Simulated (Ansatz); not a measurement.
HfS2:
```xyz
6
Lattice="5.8203 0.0000 0.0000 0.0000 6.2625 0.0000 0.0000 0.0000 3.6938" Properties=species:S:1:pos:R:3 pbc="T T T"
Hf     0.0000     0.0000     0.0000
Hf     2.9102     3.1312     1.8469
S      1.5447     2.0928     0.0000
S      4.4548     1.0385     1.8469
S      1.3655     5.2240     1.8469
S      4.2756     4.1697     0.0000
```

Relaxed with PBE. Special points in fractions of this cell's reciprocal vectors: Γ (0.000, 0.000, 0.000); X (0.500, 0.000, 0.000); S (0.500, 0.500, 0.000); Y (0.000, 0.500, 0.000); Z (0.000, 0.000, 0.500); U (0.500, 0.000, 0.500); R (0.500, 0.500, 0.500); T (0.000, 0.500, 0.500).

### Question
List the band energies nearest the valence-band maximum at these points for the program Ansatz at the PBE level (PAW).

### Answer
In eV from the valence-band maximum; about four levels below and three above (degenerate sets whole), none deeper than 8.9 eV; points with the same levels are listed once.

| k | below | above |
|---|---|---|
| Γ | -0.42 -0.28 -0.14 0.00 | 0.58 1.29 2.02 |
| X | -1.10 -1.10 -0.40 -0.40 | 1.46 1.46 2.76 2.76 |
| S | -1.08 -1.08 -0.88 -0.88 | 0.87 0.87 2.19 2.19 |
| Y | -1.18 -1.18 -0.58 -0.58 | 1.46 1.46 2.84 2.84 |
| Z | -1.99 -1.99 -1.35 -1.35 | 2.51 2.51 3.36 3.36 3.36 3.36 |
| U | -2.21 -2.21 -0.47 -0.47 | 1.43 1.43 3.16 3.16 |
| R | -0.93 -0.93 -0.76 -0.76 | 2.12 2.12 2.42 2.42 |
| T | -1.70 -1.70 -1.15 -1.15 | 1.02 1.02 3.47 3.47 |

Space group Pnnm. The cell is a constructed one: a structure type filled with these elements; neither database checked (COD, Materials Project) lists it. Whether it is the stable phase at ambient conditions was not checked. The cell was relaxed with PBE under the symmetry of its start; whether a distortion lowers the energy is not shown. No spin polarisation was allowed. Scalar-relativistic: spin–orbit coupling is off unless named, which matters more the heavier the elements.

Potentials: the later of the program's two PAW sets.
